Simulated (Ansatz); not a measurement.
Ansatz (a program for electronic structure) input:

Ansatz 0.2 input:
```yaml
crystal:
  lattice:
    - [3.8452528874, 0.0, 0.0]
    - [0.0, 3.8452528874, 0.0]
    - [0.0, 0.0, 3.8452528874]
  atoms:
    - { symbol: Nb, position: [0.0, 0.0, 0.0] }
    - { symbol: Rh, position: [0.0, 0.5, 0.5] }
    - { symbol: Rh, position: [0.5, 0.0, 0.5] }
    - { symbol: Rh, position: [0.5, 0.5, 0.0] }
kpoints:
  mp_grid: { grid: [11, 11, 11] }
basis: { xc_grid: 2, fft_grid_basis: typed }
hamiltonian:
  xc: pbesol
  pseudopotentials: { kind: paw }
scf:
  occupations: { method: gaussian, width: 0.1 }
checkpoint: { read: metal.run }
output: { write_density: true, elf: true, volumetric_format: npy }
```

Output (shortened):

```
Pseudopotential: Nb, paw, valence charge 13
Pseudopotential: Rh, paw, valence charge 17
Functional definition: PBEsol
Crystal: 4 atoms, lattice volume = 56.856 Å³
Basis set: ecut = 420 eV, 1141 PW (Γ), exchange–correlation on 54×54×54 points (8 copies of the dense FFT grid, shifted against one another)
Bands: 39, of which v1, the nominal top of the filled ones, is band 32 counted from 1 (31 counted from 0)
Symmetry: 48 space group operations
Space group: Pm-3m (ITA 221), of the structure as read, at distance tolerance 3.8e-5 Å
k-points: 56 of 1331
Stability of the state it starts from, as read at its close in the unpolarized treatment …
iter 1 solved again at ethr=1.12e-7 eV; its pass at ethr=3.10e-3 eV (dr2=7.20e-5 eV) is discarded
SCF iter   1: F=—  HF=-23513.885564 eV  |F-HF|=—  |Δ(HF+E_count)|=         —  Δρ=1.05e-6  dr2=3.62e-10  ethr=1.12e-7  ⟨swp⟩=3.0  Hψ=12510  notcnv=0
preconditioner: auto → Kerker (q_TF=auto, 2.783 Å⁻¹)
SCF iter   2: F=-23513.885564 eV  HF=-23513.885564 eV  |F-HF|=2.18e-11  |Δ(HF+E_count)|=   2.56e-8  Δρ=4.37e-7  dr2=6.12e-11  ethr=1.00e-12  ⟨swp⟩=6.2  Hψ=8234  notcnv=0
SCF 1 converged in 2 iterations: F = -23513.885564 eV  dr2 = 6.12e-11
SCF converged after 2 iterations
Free energy (F): -23513.885564 eV
Harris-Foulkes:  -23513.885564 eV  (|F-HF|=2.18e-11)
Internal energy: -23513.875000 eV  (E = F + TS)
E sigma→0 (E₀):  -23513.880282 eV
Entropy (-TS):   -0.010564 eV (-2.641 meV/atom)
Fermi energy:    22.017833 eV
--- Per-component energies (eV) ---
  E_band       = -297.251592
  E_kinetic    = 2118.902576
  E_local      = -5474.103526  (includes V_loc(G=0)·N_el)
  E_nonlocal   = 1187.593095
  E_hartree    = 1921.953492
  E_xc         = -839.169451
  E_vxc        = -1050.163790  (∫ρ·V_xc dr)
  E_paw        = -13588.715704  (= ΣΔE_a)
  E_vpaw       = -923.388802  (= ΣTr[D̂ρ^β])
  E_aug_tail   = 0.002439  (compensation charges beyond the density's cutoff)
  E_ewald      = -8841.355229
  E_core_change = 1.017308  (= ΣΔE_core)
  E_smearing   = -0.010564  (= −TS)
  E_closure    =  0.000000  (closes the sum)
  Σ components = -23513.885564   (vs F -23513.885564, Δ=0.00e0)
  [band-id]    e_kinetic+e_local+e_nonlocal+2·e_hartree+e_vxc+e_vpaw+e_augmentation_tail = -297.251024   (vs E_band -297.251592, Δ=5.68e-4)
--- Band table (eV; the first three rows and the last of 56) ---
  k-point 0: bands = ["-56.5741", "-56.4746", "-56.4746", "-33.2459", "-24.6737", "-24.6737", "-24.6737", "-24.4284", "-24.4284", "-24.4284", "-24.2063", "-24.2063", "-24.2063", "-9.3182", "-9.3182", "-9.3182", "14.2914", "15.7529", "15.7529", "16.1038", …
  k-point 1: bands = ["-56.5723", "-56.4764", "-56.4746", "-33.2462", "-24.6684", "-24.6684", "-24.6649", "-24.4300", "-24.4300", "-24.4290", "-24.2152", "-24.2100", "-24.2100", "-9.3252", "-9.3197", "-9.3197", "14.4074", "15.8303", "15.8387", "16.1741", …
  k-point 2: bands = ["-56.5671", "-56.4815", "-56.4746", "-33.2468", "-24.6532", "-24.6532", "-24.6393", "-24.4350", "-24.4350", "-24.4306", "-24.2411", "-24.2203", "-24.2203", "-9.3441", "-9.3236", "-9.3236", "14.7449", "16.0459", "16.0862", "16.3768", …
  k-point 55: bands = ["-56.5085", "-56.5065", "-56.5065", "-33.2412", "-24.7513", "-24.6697", "-24.6697", "-24.6695", "-24.2788", "-24.2788", "-24.2774", "-24.1905", "-24.1905", "-9.3528", "-9.3501", "-9.3501", "16.1122", "16.1473", "16.1473", "16.3928", …
```

Cost: around 4 core-seconds (rough) on shared cores.

The workflow started from an entry of the Crystallography Open Database (COD). Whether it is the stable phase at ambient conditions was not checked. The cell was relaxed with PBEsol under the symmetry of its start; its stability against distortions is not shown here. The run is not spin-polarised. Scalar-relativistic: spin–orbit coupling is off unless named, which matters more the heavier the elements.

Potentials: the later of the program's two PAW sets.

Ansatz is a plane-wave DFT program.
